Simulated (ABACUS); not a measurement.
Worked example: self-consistent single point of SiC (P2_1, 8 atoms in the cell; from Materials Project mp-11714, changed as shown) in ABACUS.

All values come from this method and carry its errors: LDA (PW92), PseudoDojo 0.4 standard norm-conserving LDA (tails mended) pseudopotentials (plane waves; ABACUS).

The change in words: lattice vector a scaled by 0.98. Reference geometry (P6_3mc):
```
CELL_PARAMETERS angstrom
      3.13567     0.00000     0.00000
     -1.56783     2.71557     0.00000
      0.00000     0.00000    10.26703
ATOMIC_POSITIONS crystal
  Si 0.66667 0.33333 0.93784
  Si 0.33333 0.66667 0.43784
  Si 0.00000 0.00000 0.68789
  Si 0.00000 0.00000 0.18789
  C  0.66667 0.33333 0.74980
  C  0.33333 0.66667 0.24980
  C  0.00000 0.00000 0.50046
  C  0.00000 0.00000 0.00046
```

Reference input (self-consistent single point, DFT, LDA (PW92), plane waves, PseudoDojo 0.4 standard norm-conserving LDA (tails mended) pseudopotentials): KPT = Gamma 10 10 3 0 0 0; basis_type = pw; dft_functional = PWLDA; ecutwfc = 82 Ry; smearing_method = fixed; potentials = PseudoDojo 0.4 standard norm-conserving LDA (tails mended); symmetry = 1; symmetry_prec = 1e-05; ks_solver = dav_subspace; scf_nmax = 100; scf_thr = 1.0e-09 Ry; mixing_type = broyden. This run's input differs from it in these lines:

```diff
@@ -26,3 +26,3 @@
 LATTICE_VECTORS
-   3.1356660000    0.0000000000    0.0000000000
+   3.0729530000    0.0000000000    0.0000000000
   -1.5678330000    2.7155670000    0.0000000000
@@ -36,4 +36,4 @@
 4
-   2.9627779419    1.7105575905   18.1958507304 1 1 1
-  -0.0000029628    3.4211203126    8.4949152135 1 1 1
+   2.8837709728    1.7105575905   18.1958507304 1 1 1
+  -0.0395063881    3.4211203126    8.4949152135 1 1 1
    0.0000000000    0.0000000000   13.3463530655 1 1 1
@@ -44,4 +44,4 @@
 4
-   2.9627779419    1.7105575905   14.5475229012 1 1 1
-  -0.0000029628    3.4211203126    4.8465873843 1 1 1
+   2.8837709728    1.7105575905   14.5475229012 1 1 1
+  -0.0395063881    3.4211203126    4.8465873843 1 1 1
    0.0000000000    0.0000000000    9.7098603776 1 1 1
```

Log, with long lists cut:

```
 SELF-CONSISTENT
 -------------------------------------------
                                 init_chg = atomic

 PW ALGORITHM --------------- ION=   1  ELEC=   1--------------------------------

 Density error is 1.74222678343
                          Error Threshold = 0.01
 E_KohnSham     -81.8702660592       -1113.9021151812
 E_Fermi        0.4955790732         6.7426992048

 PW ALGORITHM --------------- ION=   1  ELEC=   2--------------------------------

 Density error is 0.831647981164
                          Error Threshold = 0.00544445869822
 E_KohnSham     -82.3552847515       -1120.5011330326
   [... lines left out ...]

 Density error is 5.09110712803e-09
                          Error Threshold = 3.54830090085e-10
 E_KohnSham     -82.5189876266       -1122.7284249127
 E_Fermi        0.6596569769         8.9750936117

 PW ALGORITHM --------------- ION=   1  ELEC=   9--------------------------------

 Density error is 3.915190516e-10
                          Error Threshold = 1.59097097751e-11
 E_KohnSham     -82.5189876282       -1122.7284249346
 E_KS(sigma->0) -82.5189876282       -1122.7284249346
 E_entropy(-TS) 0.0000000000         0.0000000000
 E_Fermi        0.6596500798         8.9749997720
 charge density convergence is achieved
 final etot is -1122.7284249 eV
 EFERMI = 8.974999772 eV

 STATE ENERGY(eV) AND OCCUPATIONS    NSPIN == 1
   [... 23 lines left out ...]

 TOTAL-FORCE (eV/Angstrom)
                       Si1         0.0725241447         0.1094025832        -0.0474306607
                       Si2        -0.0725241447        -0.1094025832        -0.0474306607
                       Si3        -0.0698749887        -0.1052036983        -0.0826965637
                       Si4         0.0698749887         0.1052036983        -0.0826965637
                        C1         0.0972090588         0.1527778569         0.0688484644
                        C2        -0.0972090588        -0.1527778569         0.0688484644
                        C3         0.0680357025         0.1024668430         0.0612787600
   [... lines left out ...]

 TOTAL-STRESS (KBAR)
       -56.5468241453        24.9931560699         0.0000000000
        24.9931560699      -142.8795736068         0.0000000000
         0.0000000000         0.0000000000      -149.8426612908
 TOTAL-PRESSURE: -116.423020 KBAR

 --------------------------------------------
 !FINAL_ETOT_IS -1122.7284249345766511 eV
 --------------------------------------------
```

The run converged in 9 iterations. Against the reference run the free energy goes down by 13.4 meV/atom, the pressure goes from -15.28 to -11.64 GPa and the largest force goes from 0.022 to 0.194 eV/Å.

The structure comes from a collection of computed structures, made at another level of theory; the collection holds predicted forms beside known ones. Its lattice was then scaled.

Cost on one core: about 5 core-minutes (a rough figure).

“Tails mended”: in these copies of the files the far tail of each local potential was reset to the Coulomb form.
